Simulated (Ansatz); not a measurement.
All numbers below come from DFT PBE, scalar-relativistic, plane waves, PAW in Ansatz. The final run on the 8-atom cell used 420 eV, a Γ-centred 6×6×6 mesh, 0.02 eV smearing and no spin polarisation.

Energies over the elements count from the elements' standard structures at the same level (O₂ as a molecule), with no fitted energy shifts. The references include grey tin.

Q: Propose a candidate for a triclinic semiconductor made of Ge, O and Sn, with a gap near 1.6 eV, a formation energy near −1.24 eV/atom and about 21 Å³ per atom, in a cell of 8 atoms.

A: Sn3GeO4, space group P1 (No. 1). Sn on its first site has 3 O at 2.13–2.17 Å; Sn on its second site is surrounded by 3 O at 2.14–2.16 Å; Ge is surrounded by 3 O at 1.93–1.95 Å; O on its first site has 1 Ge at 1.95 Å and 2 Sn at 2.15–2.17 Å; 4 more sites not described.

```
Sn Ge O
1.0
     5.17735    0.00000    0.00000
    -0.07846    5.54855    0.00000
    -0.02302   -0.21874    5.76363
Sn Ge O
3 1 4
Direct
  0.94329 0.54517 0.22117
  0.44832 0.97808 0.21661
  0.43961 0.45504 0.77300
  0.94032 0.04088 0.80090
  0.80616 0.35111 0.91095
  0.31949 0.62636 0.09517
  0.81790 0.87946 0.07433
  0.28490 0.12390 0.90788
```

* Volume per atom: 20.7 Å³
* Density: 4.9 g/cm³
* Energy over the elements: −1.238 eV/atom
* Gap on the 6×6×6 mesh of the 8-atom cell: 1.65 eV

The structure comes from a generated guess, relaxed at this level; another structure or a mixture of phases may lie lower. The answer needn't be unique; the calculation gave this one.

No dispersion correction is applied, so the spacing and binding between layers, chains or molecules are poorly described. Kohn–Sham gaps at this level usually fall short of measured ones. This cell was reached by moving the atoms of another relaxed cell at random and relaxing again, last within the group found; it had no such test of its own.
